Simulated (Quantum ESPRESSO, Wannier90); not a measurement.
# Ge (P6₃/mmc, model phase): Wannier90 run

```xyz
4
Lattice="3.9976 0.0000 0.0000 -1.9988 3.4620 0.0000 0.0000 0.0000 6.5994" Properties=species:S:1:pos:R:3 pbc="T T T"
Ge    -1.9988     1.1540     0.4151
Ge     1.9988    -1.1540    -0.4151
Ge     1.9988    -1.1540    -2.8846
Ge    -1.9988     1.1540     2.8846
```

Structure: Materials Project mp-1007760, symmetrised, not relaxed again. This isn't the element's usual structure (diamond); take it as a model of another phase. Computed values, not measurements, from PBEsol: Quantum ESPRESSO (norm-conserving PseudoDojo potentials, cutoff 63 Ry, spinors with spin-orbit coupling) on a Γ-centred 6×6×4 mesh, then Wannier90. Density: 12×12×6 mesh, cold smearing 0.01 Ry.

A tight-binding model is made by disentanglement and projection with no localisation steps (num_iter = 0), so the 32 orbitals stay atom-like: hydrogen-like Ge: s;p, axes along x, y, z; frozen window up to 1.50 eV relative to the Fermi level. It follows pw.x to 8.4 meV rms for states up to 1.0 eV relative to the Fermi level. Matrix elements depend on this choice of orbitals and windows.

The 45 largest hoppings ⟨m,0|H|n,R⟩ between different sites (one of each Hermitian pair; signs follow the real orbitals' lobes; the list may end inside a set of equal values):

```tsv
m	n	R	distance of the centres (Å)	t (eV)	Im t (eV)
Ge3 pz↑	Ge2 pz↑	0 0 0	2.89	2.752	0.000
Ge3 pz↓	Ge2 pz↓	0 0 0	2.89	2.752	0.000
Ge4 pz↑	Ge1 pz↑	0 0 0	2.89	2.752	0.000
Ge4 pz↓	Ge1 pz↓	0 0 0	2.89	2.752	0.000
Ge3 s↑	Ge2 pz↑	0 0 0	2.69	2.344	0.000
Ge3 s↓	Ge2 pz↓	0 0 0	2.69	2.344	0.000
Ge3 pz↑	Ge2 s↑	0 0 0	2.69	-2.344	0.000
Ge3 pz↓	Ge2 s↓	0 0 0	2.69	-2.344	0.000
Ge4 s↑	Ge1 pz↑	0 0 0	2.69	-2.344	0.000
Ge4 s↓	Ge1 pz↓	0 0 0	2.69	-2.344	0.000
Ge4 pz↑	Ge1 s↑	0 0 0	2.69	2.344	0.000
Ge4 pz↓	Ge1 s↓	0 0 0	2.69	2.344	0.000
Ge3 py↑	Ge4 py↑	1 0 -1	2.83	2.307	0.000
Ge3 py↓	Ge4 py↓	1 0 -1	2.83	2.307	0.000
Ge2 py↑	Ge1 py↑	1 0 0	2.83	2.307	0.000
Ge2 py↓	Ge1 py↓	1 0 0	2.83	2.307	0.000
Ge3 s↑	Ge4 py↑	1 0 -1	2.64	2.244	0.000
Ge3 s↓	Ge4 py↓	1 0 -1	2.64	2.244	0.000
Ge3 py↑	Ge4 s↑	1 0 -1	2.64	-2.244	0.000
Ge3 py↓	Ge4 s↓	1 0 -1	2.64	-2.244	0.000
Ge2 s↑	Ge1 py↑	1 0 0	2.64	2.244	0.000
Ge2 s↓	Ge1 py↓	1 0 0	2.64	2.244	0.000
Ge2 py↑	Ge1 s↑	1 0 0	2.64	-2.244	0.000
Ge2 py↓	Ge1 s↓	1 0 0	2.64	-2.244	0.000
Ge1 s↑	Ge2 px↑	0 1 0	2.57	1.943	0.002
Ge1 s↓	Ge2 px↓	0 1 0	2.57	1.943	-0.002
Ge1 px↑	Ge2 s↑	0 1 0	2.57	-1.943	0.002
Ge1 px↓	Ge2 s↓	0 1 0	2.57	-1.943	-0.002
Ge4 s↑	Ge3 px↑	0 1 1	2.57	1.943	0.002
Ge4 s↓	Ge3 px↓	0 1 1	2.57	1.943	-0.002
Ge4 px↑	Ge3 s↑	0 1 1	2.57	-1.943	0.002
Ge4 px↓	Ge3 s↓	0 1 1	2.57	-1.943	-0.002
Ge3 s↑	Ge4 px↑	1 -1 -1	2.57	1.943	-0.002
Ge3 s↓	Ge4 px↓	1 -1 -1	2.57	1.943	0.002
Ge3 px↑	Ge4 s↑	1 -1 -1	2.57	-1.943	-0.002
Ge3 px↓	Ge4 s↓	1 -1 -1	2.57	-1.943	0.002
Ge2 s↑	Ge1 px↑	1 -1 0	2.57	1.943	-0.002
Ge2 s↓	Ge1 px↓	1 -1 0	2.57	1.943	0.002
Ge2 px↑	Ge1 s↑	1 -1 0	2.57	-1.943	-0.002
Ge2 px↓	Ge1 s↓	1 -1 0	2.57	-1.943	0.002
Ge1 s↑	Ge2 s↑	0 1 0	2.45	-1.550	0.000
Ge1 s↓	Ge2 s↓	0 1 0	2.45	-1.550	0.000
Ge4 s↑	Ge3 s↑	0 1 1	2.45	-1.550	0.000
Ge4 s↓	Ge3 s↓	0 1 1	2.45	-1.550	0.000
Ge3 s↑	Ge4 s↑	1 0 -1	2.45	-1.550	0.000
```
